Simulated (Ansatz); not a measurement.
This guess for Sr2CaVC6N6 is about to be relaxed.

```
CELL_PARAMETERS angstrom
0.00000 5.28350 5.28350
5.28350 0.00000 5.28350
5.28350 5.28350 0.00000
ATOMIC_POSITIONS crystal
Sr 0.25000 0.25000 0.25000
Sr 0.75000 0.75000 0.75000
Ca 0.00000 0.00000 0.00000
V 0.50000 0.50000 0.50000
C 0.80070 0.19930 0.19930
C 0.19930 0.80070 0.19930
C 0.19930 0.19930 0.80070
C 0.19930 0.80070 0.80070
C 0.80070 0.19930 0.80070
C 0.80070 0.80070 0.19930
N 0.68998 0.31002 0.31002
N 0.31002 0.68998 0.31002
N 0.31002 0.31002 0.68998
N 0.31002 0.68998 0.68998
N 0.68998 0.31002 0.68998
N 0.68998 0.68998 0.31002
```

All numbers below come from DFT PBE, scalar-relativistic, plane waves, PAW (Ansatz). Cutoff 420 eV, Gaussian smearing, Γ-centred meshes. Cell and atoms relax first on a coarse mesh and then on a finer one. In between, the cell is made exact in the group found at 0.06 Å. In metals the finer mesh still leaves noise of several meV/atom or more. The steps can't lower the symmetry of their start. Collinear spin, starting moments V 2.0 μB.

A guess keeps its type if space group and coordination stay and the shape of the cell changes little (axis ratios within about 15 %, angles within 6°); the volume may change.

**Question.** Does it keep its structure type, or change into something else?

**Answer.** It keeps its type. The symmetry stays Fm-3m (No. 225). The volume per atom grows by 23.2 %, from 18.4 to 22.7 Å³. The shortest distance goes from 1.17 Å (C–N) to 1.18 Å (C–N). Counting neighbours within 15 % of an atom's shortest distance, the start has C 1, Ca 6, N 1, Sr 24, V 6 and the end C 1, Ca 6, N 1, Sr 24, V 6.

The last run used collinear spin, a 6×6×6 mesh for its 16-atom cell and Gaussian smearing of 0.10 eV. Another magnetic order may lie lower. A structure relaxed within its symmetry needn't be a true minimum.
